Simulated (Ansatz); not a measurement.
BeS:
```
BeS
1.0
    0.00000     2.43426     2.43426
    2.43426     0.00000     2.43426
    2.43426     2.43426     0.00000
S Be
1 1
Cartesian
  3.65139   3.65139   3.65139
  0.00000   0.00000   0.00000
```

Cartesian axes are those of the cell as given.

**Question.** Give the high-frequency dielectric tensor and the Born effective charge tensors of the independent atoms from DFPT, r²SCAN (plane waves, PAW; program Ansatz).

**Answer.** 
ε∞:
```
4.94  0.00  0.00
0.00  4.94  0.00
0.00  0.00  4.94
```
Z* of atom 1 (S), rows: field, columns: displacement, in e:
```
-1.67   0.00   0.00
 0.00  -1.67   0.00
 0.00   0.00  -1.67
```
Z* of atom 2 (Be), rows: field, columns: displacement, in e:
```
1.67  0.00  0.00
0.00  1.67  0.00
0.00  0.00  1.67
```

Static charges for comparison (Bader): S1 -1.67, Be2 +1.67 e. Born charges measure polarisation by displacement and can exceed these by far.

Space group F-43m (zinc blende). The r²SCAN relaxation kept the symmetry of its start.

Potentials: the later of the program's two PAW sets.
